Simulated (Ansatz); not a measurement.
Ni (bcc (W type), space group No. 229) under volume change, DFT-PBEsol in the program Ansatz with PAW potentials, scaled uniformly.

```json
[
 {"V (Å³/atom)": "9.524", "E − E(relaxed) (meV/atom)": "68.6", "P (GPa)": "25.04"},
 {"V (Å³/atom)": "9.838", "E − E(relaxed) (meV/atom)": "28.9", "P (GPa)": "15.58"},
 {"V (Å³/atom)": "10.152", "E − E(relaxed) (meV/atom)": "6.8", "P (GPa)": "7.17"},
 {"V (Å³/atom)": "10.466", "E − E(relaxed) (meV/atom)": "0.0", "P (GPa)": "0.00"},
 {"V (Å³/atom)": "10.780", "E − E(relaxed) (meV/atom)": "6.1", "P (GPa)": "-6.09"},
 {"V (Å³/atom)": "11.094", "E − E(relaxed) (meV/atom)": "23.3", "P (GPa)": "-11.23"},
 {"V (Å³/atom)": "11.408", "E − E(relaxed) (meV/atom)": "49.6", "P (GPa)": "-15.55"}
]
```

### Question
What does a third-order Birch–Murnaghan fit give for V₀, B₀ and B′?

### Answer
V₀ = 10.47 Å³/atom, B₀ = 218 GPa, B′ = 4.2.

Space group Im-3m (bcc (W type)). The first step of the workflow began from a Materials Project structure, measured or hypothetical; the Crystallography Open Database copy checked does not list it. It is not the phase usual at ambient conditions (space group No. 225). Symmetry was held in the PBEsol relaxation. At this level the phase is mechanically unstable. The final state is ferromagnetic, chosen from 3 collinear starts compared on coarse meshes (ties went to the first, and starts can fall back to one state), not a proven ground state.

Potentials: the earlier of the program's two PAW sets. The files were generated under PBE; for other functionals the program regenerates the frozen cores, and for LDA and PBEsol the local potential too.
